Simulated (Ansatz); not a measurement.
A relaxation computed with Ansatz, from input to last step.

```yaml
crystal:
  lattice:
    - [-4.154961405, 4.154961405, 4.58144418]
    - [4.154961405, -4.154961405, 4.58144418]
    - [4.154961405, 4.154961405, -4.58144418]
  atoms:
    - { symbol: Cs, position: [0.25, 0.75, 0.5] }
    - { symbol: Cs, position: [0.26720894, 0.26720894, 0.0] }
    - { symbol: Cs, position: [0.73279106, 0.73279106, 0.0] }
    - { symbol: Cs, position: [0.75, 0.25, 0.5] }
    - { symbol: H, position: [0.08607895, 0.24183836, 0.3279173] }
    - { symbol: H, position: [0.24183836, 0.91392105, 0.15575941] }
    - { symbol: H, position: [0.75816164, 0.08607895, 0.84424059] }
    - { symbol: H, position: [0.91392105, 0.75816164, 0.6720827] }
    - { symbol: S, position: [0.24180129, 0.7513229, 0.99312419] }
    - { symbol: S, position: [0.2486771, 0.24180129, 0.49047839] }
    - { symbol: S, position: [0.7513229, 0.75819871, 0.50952161] }
    - { symbol: S, position: [0.75819871, 0.2486771, 0.00687581] }
basis:
  ecutwfc: 420
kpoints:
  mp_grid: { grid: [4, 4, 4] }
hamiltonian:
  xc: pbesol
scf:
  occupations: { method: gaussian, width: 0.1 }
  lower_state_search: "off"
output:
  forces: true
  stress: true
  eigenvalues: true
relax:
  adjacent_minimum: "off"
  f_tol: 0.04
  max_steps: 70
  cell: { stress_tol: 0.4 }
```

```bash
ansatz run input.yaml --threads 1 --pin off --max-ram 2560MiB --backend cpu --events-out ev --progress --plain --runs-dir out
```

These are results of Ansatz, DFT PBEsol, scalar-relativistic, plane waves, PAW, not measurements.

Of 5 frames 5 are shown, positions in Å and forces in eV/Å; the SCF threshold varies from step to step. Steps run on the plane waves of an earlier cell, with a Pulay correction in the pressure. The basis is chosen afresh for the last frame, the zero of the energies, and at times for earlier ones too; energy and pressure can step there, also at an unchanged geometry. Where two frames share a geometry here, they differ by under 2 meV/atom and 0.3 GPa.

```xyz
12
Lattice="-4.1550 4.1550 4.5814 4.1550 -4.1550 4.5814 4.1550 4.1550 -4.5814" Properties=species:S:1:pos:R:3:forces:R:3 pbc="T T T" step=1 free_energy_over_end_meV_per_atom=9.55 pressure_GPa=-0.54
Cs    4.1550    0.0000    2.2907    0.0000    0.0000    0.0000
Cs    0.0000    0.0000    2.4484    0.0000    0.0000    0.0145
Cs    0.0000    0.0000    6.7145    0.0000    0.0000   -0.0145
Cs    0.0000    4.1550    2.2907    0.0000    0.0000    0.0000
H     2.0097    0.7153    0.0000   -0.0036   -0.4815    0.0000
H     3.4397   -2.1453    4.5814    0.4815   -0.0036    0.0000
H     0.7153    6.3003    0.0000   -0.4815    0.0036    0.0000
H     2.1453    3.4397    4.5814    0.0036    0.4815    0.0000
S     6.2434    2.0093    0.0000   -0.4558   -0.0504    0.0000
S     2.0093    2.0665    0.0000   -0.0504    0.4558    0.0000
S     2.1456    2.0885    4.5814    0.0504   -0.4558    0.0000
S    -2.0885    2.1456    4.5814    0.4558    0.0504    0.0000
12
Lattice="-4.0746 4.0746 4.5437 4.0746 -4.0746 4.5437 4.0746 4.0746 -4.5437" Properties=species:S:1:pos:R:3:forces:R:3 pbc="T T T" step=2 free_energy_over_end_meV_per_atom=1.94 pressure_GPa=-0.07
Cs    4.0746    0.0000    2.2719    0.0000    0.0000    0.0000
Cs    0.0000    0.0000    2.5074    0.0000    0.0000   -0.0521
Cs    0.0000    0.0000    6.5801    0.0000    0.0000    0.0521
Cs    0.0000    4.0746    2.2719    0.0000    0.0000    0.0000
H     1.9249    0.6291    0.0000   -0.0100   -0.3450    0.0000
H     3.4455   -2.1497    4.5437    0.3450   -0.0100    0.0000
H     0.6291    6.2244    0.0000   -0.3450    0.0100    0.0000
H     2.1497    3.4455    4.5437    0.0100    0.3450    0.0000
S     6.1588    1.9063    0.0000   -0.3533    0.0135    0.0000
S     1.9063    1.9905    0.0000    0.0135    0.3533    0.0000
S     2.1684    2.0842    4.5437   -0.0135   -0.3533    0.0000
S    -2.0842    2.1684    4.5437    0.3533   -0.0135    0.0000
12
Lattice="-4.0249 4.0249 4.5154 4.0249 -4.0249 4.5154 4.0249 4.0249 -4.5154" Properties=species:S:1:pos:R:3:forces:R:3 pbc="T T T" step=3 free_energy_over_end_meV_per_atom=-0.06 pressure_GPa=0.02
Cs    4.0249    0.0000    2.2577    0.0000    0.0000    0.0000
Cs    0.0000    0.0000    2.4657    0.0000    0.0000   -0.0132
Cs    0.0000    0.0000    6.5651    0.0000    0.0000    0.0132
Cs    0.0000    4.0249    2.2577    0.0000    0.0000    0.0000
H     1.8939    0.6049    0.0000    0.0186    0.0362    0.0000
H     3.4200   -2.1311    4.5154   -0.0362    0.0186    0.0000
H     0.6049    6.1560    0.0000    0.0362   -0.0186    0.0000
H     2.1311    3.4200    4.5154   -0.0186   -0.0362    0.0000
S     6.0641    1.8994    0.0000    0.0768   -0.0263    0.0000
S     1.8994    1.9858    0.0000   -0.0263   -0.0768    0.0000
S     2.1256    2.0392    4.5154    0.0263    0.0768    0.0000
S    -2.0392    2.1256    4.5154   -0.0768    0.0263    0.0000
12
Lattice="-4.0258 4.0258 4.5224 4.0258 -4.0258 4.5224 4.0258 4.0258 -4.5224" Properties=species:S:1:pos:R:3:forces:R:3 pbc="T T T" step=4 free_energy_over_end_meV_per_atom=-0.25 pressure_GPa=0.02
Cs    4.0258    0.0000    2.2612    0.0000    0.0000    0.0000
Cs    0.0000    0.0000    2.4672    0.0000    0.0000    0.0087
Cs    0.0000    0.0000    6.5777    0.0000    0.0000   -0.0087
Cs    0.0000    4.0258    2.2612    0.0000    0.0000    0.0000
H     1.9027    0.5801    0.0000   -0.0083   -0.0060    0.0000
H     3.4456   -2.1231    4.5224    0.0060   -0.0083    0.0000
H     0.5801    6.1488    0.0000   -0.0060    0.0083    0.0000
H     2.1231    3.4456    4.5224    0.0083    0.0060    0.0000
S     6.0914    1.8902    0.0000   -0.0119    0.0153    0.0000
S     1.8902    1.9601    0.0000    0.0153    0.0119    0.0000
S     2.1355    2.0656    4.5224   -0.0153   -0.0119    0.0000
S    -2.0656    2.1355    4.5224    0.0119   -0.0153    0.0000
12
Lattice="-4.0258 4.0258 4.5224 4.0258 -4.0258 4.5224 4.0258 4.0258 -4.5224" Properties=species:S:1:pos:R:3:forces:R:3 pbc="T T T" step=5 free_energy_over_end_meV_per_atom=0.00 pressure_GPa=0.02
Cs    4.0258    0.0000    2.2612    0.0000    0.0000    0.0000
Cs    0.0000    0.0000    2.4672    0.0000    0.0000    0.0088
Cs    0.0000    0.0000    6.5777    0.0000    0.0000   -0.0088
Cs    0.0000    4.0258    2.2612    0.0000    0.0000    0.0000
H     1.9027    0.5801    0.0000   -0.0083   -0.0070    0.0000
H     3.4456   -2.1231    4.5224    0.0070   -0.0083    0.0000
H     0.5801    6.1488    0.0000   -0.0070    0.0083    0.0000
H     2.1231    3.4456    4.5224    0.0083    0.0070    0.0000
S     6.0914    1.8902    0.0000   -0.0128    0.0154    0.0000
S     1.8902    1.9601    0.0000    0.0154    0.0128    0.0000
S     2.1355    2.0656    4.5224   -0.0154   -0.0128    0.0000
S    -2.0656    2.1355    4.5224    0.0128   -0.0154    0.0000
```

The run took 86 s on 1 thread of Arm Neoverse V1, on a shared host, peak memory 0.56 GiB.

The k mesh is coarse.